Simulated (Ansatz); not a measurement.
# Does the structure type survive?

Level of theory: Ansatz, DFT r2SCAN, scalar-relativistic, plane waves, PAW. Settings: cutoff 500 eV, Γ-centred meshes no coarser than 0.19 Å⁻¹ for metals and 0.3 Å⁻¹ for insulators (2π included), Gaussian smearing.

Each formula is placed on the named type at a guessed volume, then cell and atoms relax at zero pressure without lowering the symmetry. Keeping the type says nothing about stability against other structures or lower symmetry. Neighbours of unlike kind (in an element, all neighbours) are counted within 25 % of the shortest distance of their pair. The atoms listed around a site end at a clear gap in distance instead, so their number can differ.

No dispersion correction is applied, so the spacing between layers, chains or molecules is poorly fixed, and with it the volume and density.

Task: Does SiO2 keep the MoSi2 (C11b) type (I4/mmm, No. 139), with Si for Mo, O for Si?

Result: No. It keeps the space group, but the neighbours change from Si 10 O; O 5 Si to Si 8 O; O 4 Si, with a = 2.379 Å, c = 9.809 Å. Si is coordinated by 8 O at 1.99 Å and 4 Si at 2.38 Å; around O lie 4 Si at 1.99 Å, 1 O at 2.14 Å and 4 O at 2.38 Å.

Task: Ag on the simple hexagonal type (P6/mmm, No. 191): does the type hold?

Result: Yes: a = 2.812 Å, c = 2.741 Å. Around Ag lie 8 Ag at 2.74–2.81 Å.

Task: Does Ti keep the alpha-gallium type (Cmce, No. 64)?

Result: No, it ends in I4/mmm (No. 139) with a = 2.748 Å, c = 9.805 Å. Around Ti lie 8 Ti at 2.75 Å and 1 Ti at 2.95 Å.

Task: Does Ti keep the beta-tin type (I4_1/amd, No. 141)?

Result: Only loosely: it keeps the symmetry, but the neighbours change from Ti 10 Ti to Ti 6 Ti. It has a = 4.949 Å, c = 2.804 Å. Ti is coordinated by 4 Ti at 2.57 Å, 2 Ti at 2.80 Å and 4 Ti at 3.25 Å (next Ti at 3.77 Å).